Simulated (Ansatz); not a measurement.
Steps from a short run of molecular dynamics on a 2×2×2 supercell (32 atoms) of C (lonsdaleite), relaxed with r2SCAN; forces from PBE in Ansatz, 6×6×2 mesh, Fermi-Dirac smearing of 0.020 eV, a Nosé-Hoover thermostat at fixed volume, set at 200 K. Classical nuclei, no spin polarisation; a few dozen steps show the first response, not equilibrium.

Cell vectors in Å:
```
 5.0064  0.0000  0.0000
-2.5032  4.3357  0.0000
 0.0000  0.0000  8.3377
```

**Question.** At 21 fs the positions in Å are
```
C    0.010   1.481   0.009
C    1.261   0.729   2.065
C    0.004   1.450   1.572
C    1.240   0.720   3.641
C   -0.009   1.405   4.193
C    1.251   0.739   6.272
C   -0.023   1.459   5.713
C    1.225   0.748   7.804
C   -1.260   3.630   0.001
C   -0.007   2.904   2.067
C   -1.248   3.624   1.563
C    0.006   2.898   3.652
C   -1.306   3.602   4.140
C   -0.013   2.925   6.265
C   -1.268   3.642   5.755
C    0.007   2.906   7.811
C    2.529   1.450   0.019
C    3.786   0.710   2.126
C    2.520   1.450   1.557
C    3.737   0.679   3.637
C    2.497   1.427   4.169
C    3.762   0.718   6.261
C    2.509   1.448   5.716
C    3.767   0.747   7.797
C    1.264   3.594  -0.024
C    2.521   2.884   2.090
C    1.287   3.593   1.567
C    2.499   2.835   3.649
C    1.226   3.555   4.185
C    2.503   2.886   6.273
C    1.258   3.625   5.718
C    2.518   2.905   7.802
```
What are the forces, and how far does the free energy (smearing included) lie above that of step 0, with the atoms on their sites?

**Answer.** 17.8 meV an atom; forces in eV/Å:
```
C   -0.678  -0.912  -0.412
C   -0.110   0.345   0.787
C    0.107   0.205  -0.219
C   -0.258  -0.545  -0.065
C   -0.418   1.305  -1.351
C   -0.561   0.348  -0.953
C    0.846  -0.044   1.203
C    1.483  -0.187   0.996
C    0.334   0.245  -0.136
C    1.031  -0.420   0.955
C    0.036  -0.057  -0.371
C   -1.759  -1.446  -0.271
C    2.043   0.191   1.511
C    0.200  -0.816  -0.789
C    0.085  -0.626  -0.920
C   -0.318   0.300   0.185
C   -0.703   0.101  -1.124
C   -0.820  -0.099  -1.912
C    0.357  -0.533   0.417
C    0.780   0.389   1.225
C    0.126  -0.795  -0.016
C   -0.242   0.754  -0.872
C   -0.187  -0.179   0.951
C   -0.092  -0.887   0.984
C    0.212   1.461   0.963
C   -0.299  -0.396  -0.087
C   -0.999   0.681  -0.465
C   -0.458   1.332  -0.308
C    0.951   1.488  -0.618
C    0.112   0.395  -1.036
C   -0.486  -0.788   1.031
C   -0.315  -0.811   0.716
```

**Question.** At 33 fs the positions in Å are
```
C    0.009   1.438  -0.011
C    1.256   0.726   2.110
C    0.027   1.441   1.550
C    1.233   0.704   3.668
C   -0.030   1.444   4.163
C    1.235   0.730   6.219
C   -0.009   1.443   5.758
C    1.283   0.741   7.802
C   -1.248   3.643   0.006
C    0.029   2.870   2.090
C   -1.255   3.612   1.571
C   -0.023   2.844   3.639
C   -1.228   3.592   4.184
C    0.001   2.890   6.241
C   -1.264   3.597   5.724
C    0.003   2.907   7.829
C    2.496   1.472  -0.019
C    3.751   0.728   2.035
C    2.508   1.443   1.557
C    3.754   0.723   3.628
C    2.503   1.423   4.172
C    3.745   0.736   6.265
C    2.507   1.448   5.752
C    3.762   0.718   7.856
C    1.266   3.638   0.034
C    2.496   2.869   2.097
C    1.249   3.616   1.564
C    2.491   2.885   3.634
C    1.262   3.629   4.127
C    2.495   2.905   6.255
C    1.242   3.616   5.730
C    2.504   2.901   7.835
```
What are the forces, and how far does the free energy (smearing included) lie above that of step 0, with the atoms on their sites?

**Answer.** 15.5 meV an atom; forces in eV/Å:
```
C    0.464   0.876   0.540
C    0.028  -0.808  -0.654
C   -0.539  -0.033   0.048
C    0.720   0.297  -0.307
C    0.919  -0.830   0.708
C    0.905  -0.500   1.438
C   -0.316   0.294  -1.309
C   -1.398  -0.361  -0.267
C    0.275  -0.778   0.060
C   -1.545   0.505  -0.436
C    0.452  -0.091   0.120
C    1.343   1.794  -0.013
C   -1.583   0.057  -0.872
C   -0.222   0.286   0.938
C    0.472   0.556   0.142
C    0.069  -0.257  -0.404
C    0.685  -0.620   1.137
C    0.612  -0.048   1.707
C   -0.554   0.144  -0.093
C   -0.569  -0.116  -0.286
C   -0.435   0.823   0.058
C    0.194  -0.840   0.505
C   -0.487   0.118  -1.031
C   -0.139   0.822  -1.542
C   -0.690  -1.161  -0.862
C    0.564   0.935  -0.590
C    0.424  -0.299   0.309
C    0.647  -0.355   0.614
C   -0.695  -1.193   1.410
C   -0.128  -0.396   0.232
C    0.292   0.382  -0.544
C    0.234   0.794  -0.757
```

**Question.** At 36 fs the positions in Å are
```
C    0.011   1.435  -0.009
C    1.255   0.713   2.118
C    0.025   1.441   1.542
C    1.243   0.699   3.669
C   -0.025   1.452   4.156
C    1.241   0.722   6.223
C   -0.002   1.447   5.754
C    1.286   0.733   7.805
C   -1.236   3.635   0.008
C    0.018   2.866   2.096
C   -1.248   3.607   1.574
C   -0.022   2.848   3.634
C   -1.220   3.589   4.195
C    0.002   2.878   6.247
C   -1.253   3.592   5.708
C    0.000   2.908   7.827
C    2.494   1.466  -0.018
C    3.746   0.731   2.022
C    2.500   1.438   1.559
C    3.756   0.735   3.631
C    2.497   1.427   4.175
C    3.741   0.731   6.272
C    2.496   1.451   5.749
C    3.758   0.716   7.852
C    1.255   3.642   0.045
C    2.498   2.877   2.086
C    1.239   3.622   1.563
C    2.497   2.904   3.641
C    1.266   3.637   4.131
C    2.491   2.905   6.247
C    1.239   3.614   5.730
C    2.503   2.908   7.835
```
What are the forces, and how far does the free energy (smearing included) lie above that of step 0, with the atoms on their sites?

**Answer.** 16.8 meV an atom; forces in eV/Å:
```
C    0.391   0.868   0.314
C    0.055  -0.367  -0.937
C   -0.545  -0.277   0.425
C    0.388   0.533  -0.308
C    0.922  -1.081   0.977
C    0.617  -0.350   1.122
C   -0.563  -0.257  -1.042
C   -1.445  -0.253  -0.330
C   -0.258  -0.554  -0.001
C   -1.056   0.620  -0.712
C    0.097  -0.100  -0.029
C    1.565   1.727   0.205
C   -1.651   0.247  -1.459
C   -0.144   0.695   0.640
C    0.103   0.541   1.094
C    0.309  -0.566  -0.284
C    0.676  -0.249   1.026
C    0.636   0.041   2.222
C   -0.381   0.408  -0.205
C   -0.643  -0.321  -0.443
C   -0.103   0.995  -0.070
C    0.269  -0.555   0.077
C    0.002  -0.063  -0.795
C   -0.060   0.909  -1.240
C   -0.333  -1.313  -1.485
C    0.322   0.670  -0.015
C    0.611  -0.529   0.450
C    0.425  -0.923   0.257
C   -0.815  -1.079   1.207
C    0.078  -0.324   0.457
C    0.356   0.480  -0.463
C    0.175   0.428  -0.657
```
